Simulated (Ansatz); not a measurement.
# Compressing NaGa$_{3}$: a fit and a missing row

NaGa$_{3}$, Pm-3m, a = 4.206 Å. The structure is a Materials Project entry; whether it is the stable form wasn't checked. Ansatz: r2SCAN, PAW, 500 eV, Γ-centred 10×10×10 mesh on 4 atoms, Gaussian smearing 0.10 eV; no spin polarisation. Symmetry fixes shape and atoms, so the cell is only scaled; pressure is positive in compression.

| V (Å³/atom) | P (GPa) |
| --- | --- |
| 17.483 | ? |
| 18.041 | 1.40 |
| 18.599 | 0.01 |
| 19.157 | -1.13 |
| 19.715 | -2.09 |

Q: Take V0 = 18.599 Å³/atom, count pressures from its P0 = 0.01 GPa, fit the third-order Birch–Murnaghan form to the other rows, and predict the missing pressure.

A: With the Eulerian strain f = ½[(V0/V)^(2/3) − 1] and y = (P − P0)/[3f(1 + 2f)^(5/2)], the form is the line y = B0 + 1.5 B0 (B0′ − 4) f. Rows (f, y): 0.01026, 42.9; -0.00976, 40.9; -0.01905, 40.5. Means f = -0.006183, y = 41.433; Σ(Δf)² = 0.0004487, ΣΔfΔy = 0.03803; the slope is their ratio. y = 41.96 + 84.76 f GPa, so B0 = 42.0 GPa and B0′ = 4 + 2 × (84.76)/(3 × 41.96) = 5.35. At V = 17.483, f = 0.02106, y = 43.75 and P = 3.07 GPa. The run gave 3.12 GPa, so the fit is 0.05 GPa too low, a small miss on the scale of the series. The form still works here, 33 % of the fitted range beyond its end.